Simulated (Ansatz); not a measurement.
Input:

ZrB$_{2}$:
Space group P6/mmm (No. 191); a = b = 3.155 Å, c = 3.507 Å, α = β = 90.00°, γ = 120.00°

```tsv
atom	site	symmetry	x	y	z
Zr	1a	6/mmm	0.0000	0.0000	0.0000
B	2d	-6m2	0.3333	0.6667	0.5000
```

This is the PBEsol-relaxed structure.

Problem. All from DFT-PBEsol in the program Ansatz with PAW potentials, unless another level is named. Give the electronic character.

Solution. metallic (no gap).

Problem. Predict the formation energy from the elements (no fitted shifts).

Solution. -1.08 eV/atom.

Problem. Give the density of states at the Fermi level.

Solution. 0.09 states/eV per atom (mean over ±0.08 eV).

Problem. Predict the gap with spin–orbit coupling.

Solution. none (metallic).

Symmetry was held in the PBEsol relaxation. No spin polarisation was allowed. The references are the lowest solids computed at this level, not always the standard phases. Scalar-relativistic: spin–orbit coupling is off unless named, which matters more the heavier the elements.

Potentials: the earlier of the program's two PAW sets. The files were generated under PBE; for other functionals the program regenerates the frozen cores, and for LDA and PBEsol the local potential too.
